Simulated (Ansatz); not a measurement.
Ga3AsP2, ordered on the zincblende lattice (P3m1) with 6 atoms a cell, relaxed with r2SCAN, was run in Ansatz 0.2.0 under altered settings. All numbers are computed, without spin polarisation but where a row says otherwise.

```yaml
crystal:
  lattice:
    - [3.90596, 0.00000, 0.00000]
    - [-1.95298, 3.38266, 0.00000]
    - [0.00000, 0.00000, 9.56218]
  atoms:
    - { symbol: P, position: [0.00000, 0.00000, 0.00306] }
    - { symbol: P, position: [0.33333, 0.66667, 0.33052] }
    - { symbol: As, position: [0.66667, 0.33333, 0.66634] }
    - { symbol: Ga, position: [0.33333, 0.66667, 0.08325] }
    - { symbol: Ga, position: [0.66667, 0.33333, 0.41034] }
    - { symbol: Ga, position: [0.00000, 0.00000, 0.75648] }
```

The base run's other keys:
```yaml
kpoints:
  mp_grid: { grid: [6, 6, 2] }
hamiltonian:
  xc: hse06
scf:
  occupations: { method: fixed }
  n_extra_bands: 5
```

It takes 19 iterations with 2515 plane waves at 420 eV and 14 k points, and leaves a mean stress of +0.63 GPa. The gap over this mesh is 2.062 eV. It ran on 4 threads of Arm Neoverse N1, with other jobs on the host.

Outcomes, with energy and stress as changes against the base:
```csv
setting,outcome,ΔF (meV/atom),Δ mean stress (GPa),gap on the mesh (eV),iterations,wall time
"PBE hybrid, exx coeff 1.0, omega 0.5 1/Å",converged,–,-1.7,2.544,29,2.2 min
hamiltonian.xc: lc_wpbe,converged,–,-4.7,6.286,22,2.1 min
"scf.exx.q_mesh: [5, 5, 5]",refused,–,–,–,–,0.86 s
basis.ecutwfc: 350,"converged, warned",+6.2,0.0,2.062,21,68 s
```
A dash marks a value that wasn't obtained or can't be compared. Stress is positive in compression. The base took 87 s. The base's mesh is coarse for a hybrid, so its own values aren't converged.

- PBE hybrid, exx coeff 1.0, omega 0.5 1/Å. That is 100 % exact exchange, screened with ω = 0.5 1/Å, against HSE06's 25 % screened at 0.208 1/Å. The mean stress moves by -1.7 GPa and the gap on the mesh by +0.482 eV (to 2.544). Totals of different functionals aren't comparable.
- hamiltonian.xc: lc_wpbe. The mean stress moves by -4.7 GPa and the gap on the mesh by +4.224 eV (to 6.286). It's another functional on the same cell, so totals aren't comparable.
- scf.exx.q_mesh: [5, 5, 5]. The input is refused before any iteration. Error: invalid value for `scf.exx.q_mesh`: must divide elementwise kpoints.mp_grid.grid
- basis.ecutwfc: 350. 1835 plane waves in place of 2515. The free energy moves by +6.2 meV an atom, the mean stress by 0.0 GPa and the gap on the mesh by 0.000 eV (to 2.062). The basis is too small: these are errors of the cutoff. Warned: cutoff below recommended.

Spin-orbit coupling is left out.

The program warns that its thresholds are loose for a hybrid's stress.

The meshes of the hybrids are coarse, so their gaps aren't converged to the digits shown.
